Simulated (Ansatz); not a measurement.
Problem. Al2Cu in space group I4/mcm (No. 140; Cu on 4a, Al on 8h) is relaxed with plane-wave PAW PBE (Ansatz code). What lattice parameters of the conventional cell result?

Solution. a = 6.051 Å, c = 4.887 Å.

Problem. Give the free coordinates with the occupied sites.

Solution. In one choice of origin and axes:

```csv
atom,site,symmetry,x,y,z
Cu,4a,422,0.0000,0.0000,0.2500
Al,8h,m.2m,0.3414,0.1586,0.0000
```

The PBE relaxation kept the symmetry of its start; of distortions, only those at the zone centre were tested. The run is not spin-polarised. Axis ratios of metals converge slowly with the k-mesh, so a and c are less sure than the volume.

Potentials: the later of the program's two PAW sets.
